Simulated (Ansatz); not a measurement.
Ce (fcc, Cu type)

```yaml
crystal:
  lattice:
    - [0.00000, 2.36609, 2.36609]
    - [2.36609, 0.00000, 2.36609]
    - [2.36609, 2.36609, 0.00000]
  atoms:
    - { symbol: Ce, position: [0.00000, 0.00000, 0.00000] }
```

The slice is a {110} plane (indices of the conventional cell) through the point (0.000, 0.000, 0.000) (fractional), spanned by u = [100] and v = [1 -1 -1] in vectors of this cell: u (3.35 Å) and v (4.73 Å, at 90° to u). It covers one period; positions are fractions (u, v).

These are PBE (plane waves to 420 eV, PAW, scalar-relativistic; Ansatz, a quantum-chemistry and plane-wave program) values and carry that method's errors. k mesh 17×17×17. These are valence fields of a PAW run, semicore shells included where kept as valence: close to a nucleus they are smooth pseudo fields. Ce is run without spin polarisation. Ce was relaxed with its symmetry unable to fall. The relaxed volume of Ce is well below the measured one. The filling of the f shell was not checked against other fillings, so treat energies with care.

### Question
Predict the map of the valence electron density on the slice.

### Answer
| v \ u | 0.00 | 0.15 | 0.30 | 0.45 | 0.60 | 0.75 | 0.90 |
|---|---|---|---|---|---|---|---|
| 0.96 | -3.0 | 0.4 | -0.1 | -0.8 | -0.6 | 0.2 | 0.0 |
| 0.86 | 0.4 | 0.2 | -0.4 | -0.8 | -0.7 | -0.2 | 0.3 |
| 0.75 | -0.4 | -0.5 | -0.7 | -0.8 | -0.8 | -0.7 | -0.4 |
| 0.64 | -0.9 | -0.9 | -0.9 | -0.8 | -0.8 | -0.9 | -0.9 |
| 0.54 | -0.9 | -0.9 | -0.9 | -0.8 | -0.8 | -0.9 | -0.9 |
| 0.43 | -0.9 | -0.9 | -0.9 | -0.8 | -0.8 | -0.9 | -0.9 |
| 0.32 | -0.8 | -0.8 | -0.8 | -0.8 | -0.8 | -0.8 | -0.8 |
| 0.21 | -0.1 | -0.3 | -0.6 | -0.8 | -0.8 | -0.5 | -0.2 |
| 0.11 | 0.4 | 0.3 | -0.2 | -0.8 | -0.7 | 0.0 | 0.4 |
| 0.00 | -3.0 | 0.3 | -0.1 | -0.8 | -0.6 | 0.2 | -0.6 |

Values: log₁₀ of the valence density in e/Å³. The scale is logarithmic, as a density can span decades between atoms and voids; values under 0.001 e/Å³ are set to 0.001.
